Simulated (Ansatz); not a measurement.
Structure: Ga₄AsP₃ as one 8-atom ordering (Pmm2) on the zincblende lattice, at its r2SCAN minimum. Around P lie 4 Ga at 2.37 Å; around Ga lie 3 P at 2.36–2.37 Å and 1 As at 2.44 Å; around P lie 4 Ga at 2.36–2.37 Å; around Ga lie 4 P at 2.37 Å; around As lie 4 Ga at 2.42–2.44 Å; around Ga lie 2 P at 2.37 Å and 2 As at 2.42 Å.

Space group Pmm2 (No. 25). a = 3.894 Å, b = 7.785 Å, c = 5.500 Å, α = 90.00°, β = 90.00°, γ = 90.00°
```json
{"atom": "P", "site": "2g", "symmetry": "m..", "x": "0.0000", "y": "0.2463", "z": "0.0000"}
{"atom": "Ga", "site": "2h", "symmetry": "m..", "x": "0.5000", "y": "0.2434", "z": "0.7543"}
{"atom": "P", "site": "1c", "symmetry": "mm2", "x": "0.5000", "y": "0.0000", "z": "0.4999"}
{"atom": "Ga", "site": "1a", "symmetry": "mm2", "x": "0.0000", "y": "0.0000", "z": "0.2539"}
{"atom": "As", "site": "1d", "symmetry": "mm2", "x": "0.5000", "y": "0.5000", "z": "0.5002"}
{"atom": "Ga", "site": "1b", "symmetry": "mm2", "x": "0.0000", "y": "0.5000", "z": "0.2374"}
```

3 runs of Ansatz 0.2.0 on this cell differ in the functional (and in the settings that go with it). Levels are in eV from each run's valence top; v1 is the last filled band, c1 the first empty one.

Run A, mean stress +0.8 GPa (compression positive):

| point | v2 | v1 | c1 | c2 |
| --- | --- | --- | --- | --- |
| Γ | -0.04 | 0.00 | 2.16 | 2.40 |
| X | -1.52 | -1.19 | 2.05 | 2.30 |
| S | -2.69 | -2.56 | 3.40 | 3.42 |
| Y | -0.54 | -0.13 | 2.65 | 2.91 |

Run B, mean stress +2.6 GPa (compression positive):

| point | v2 | v1 | c1 | c2 |
| --- | --- | --- | --- | --- |
| Γ | -0.05 | 0.00 | 1.40 | 1.56 |
| X | -1.40 | -1.10 | 1.42 | 1.68 |
| S | -2.49 | -2.39 | 2.67 | 2.69 |
| Y | -0.49 | -0.12 | 1.92 | 2.18 |

Run C, mean stress 0.0 GPa (compression positive):

| point | v2 | v1 | c1 | c2 |
| --- | --- | --- | --- | --- |
| Γ | -0.04 | 0.00 | 1.79 | 1.96 |
| X | -1.45 | -1.15 | 1.68 | 1.95 |
| S | -2.58 | -2.47 | 2.96 | 2.98 |
| Y | -0.51 | -0.13 | 2.20 | 2.48 |

Problem. Match the runs to PBE, r2SCAN, HSE06.

Solution. A is HSE06, B is PBE, C is r2SCAN. In order of the gap: PBE 1.40, r2SCAN 1.68, HSE06 2.05 eV. The stress vanishes for r2SCAN, which relaxed the cell.

Spin-unpolarised throughout. Whether this structure exists isn't addressed.

The runs are scalar-relativistic, without spin-orbit coupling.

The stress of a hybrid is loosely converged in these runs.

The meshes of the hybrids are coarse, so their gaps aren't converged to the digits shown.
